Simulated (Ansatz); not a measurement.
Al2Cu (Al2Cu type, space group I4/mcm)

```yaml
crystal:
  lattice:
    - [-3.02979, 3.02979, 2.43726]
    - [3.02979, -3.02979, 2.43726]
    - [3.02979, 3.02979, -2.43726]
  atoms:
    - { symbol: Al, position: [0.65828, 0.15828, 0.81655] }
    - { symbol: Al, position: [0.84172, 0.65828, 0.50000] }
    - { symbol: Al, position: [0.15828, 0.34172, 0.50000] }
    - { symbol: Al, position: [0.34172, 0.84172, 0.18345] }
    - { symbol: Cu, position: [0.25000, 0.25000, 0.00000] }
    - { symbol: Cu, position: [0.75000, 0.75000, 0.00000] }
```

E(V) scan at fixed shape, V₀ the volume above. The atoms relax within the cell's symmetry.

All values below come from PBE (plane waves to 420 eV, PAW, scalar-relativistic; Ansatz, a first-principles code). k mesh 12×12×12 (Γ-centred), Fermi-Dirac smearing 0.05 eV. E stands for the smeared free energy. With the shape held, the modulus is that of even scaling; a crystal free to change shape is softer. Al2Cu is run without spin polarisation. Al2Cu was relaxed with its symmetry unable to fall. ΔE is measured from the relaxed starting cell. The last digit holds for this mesh only.

```tsv
V (Å³/atom)	ΔE (meV/atom)
12.529	163.2
12.927	107.1
13.324	64.9
13.722	34.6
14.120	14.6
14.518	3.5
14.915	0.0
15.313	3.2
15.711	12.0
16.109	25.7
16.506	43.7
16.904	65.3
17.302	90.0
```

### Question
What is the fitted pressure derivative B₀′?

### Answer
4.5.

### Question
What bulk modulus at fixed cell shape B₀ follows from a third-order Birch-Murnaghan fit?

### Answer
99.3 GPa. Check by three points about V = 14.915 Å³/atom, step 0.795: d²E/dV² ≈ (15 − 2·0 + 12) meV / 0.795² = 0.0427 eV/Å⁶, and V·d²E/dV² × 160.2 = 102 GPa.

(A scan under strain: stresses follow from slopes of the energy per volume, elastic moduli from its curvatures.)
